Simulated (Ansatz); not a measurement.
Structures of VI: which is lowest?

Plane-wave DFT in Ansatz with scalar-relativistic PAW potentials, cutoff 500 eV, Γ-centred meshes chosen by cell and gap, Gaussian smearing with energies taken to zero width. Every cell was relaxed (cell and atoms) in a run of its own, within the symmetry of its start. Functional: r2SCAN.

Relaxed structures (starts from databases or built by putting these elements on another compound's sites):
A. Fm-3m, 2 atoms in the computed cell, a = 5.958 Å; sites (symmetry × multiplicity) V m-3m × 4, I m-3m × 4; start: built
B. Pm-3m, 2 atoms in the computed cell, a = 3.667 Å; sites (symmetry × multiplicity) V m-3m × 1, I m-3m × 1; start: built

Question: Rank them by energy. Could pressure change the order?

Answer:
```csv
structure,group,E − E(lowest) (meV/atom),V (Å³/atom),gap on mesh (eV)
A,Fm-3m,0.0,26.44,0.00
B,Pm-3m,275,24.66,0.00
```

A is lowest, 275 meV/atom under B. B is denser by 1.78 Å³/atom, so pressure favours it: ΔE/ΔV, with ΔE in eV and 1 eV/Å³ = 160.2 GPa, gives about 25 GPa for equal enthalpy if both cells were rigid; at such pressures compression changes ΔV much, so this is a scale only. Other structures may lie lower than all of these, and vibrations aren't counted.

The state reached may not be the lowest one. Spin-orbit coupling is left out, which matters for the bands of heavy elements. The cell holds one magnetic atom, so it can only be ferromagnetic; an antiferromagnetic order may lie lower. Magnetic cells started from one order each; another order can shift an energy by tens of meV per atom.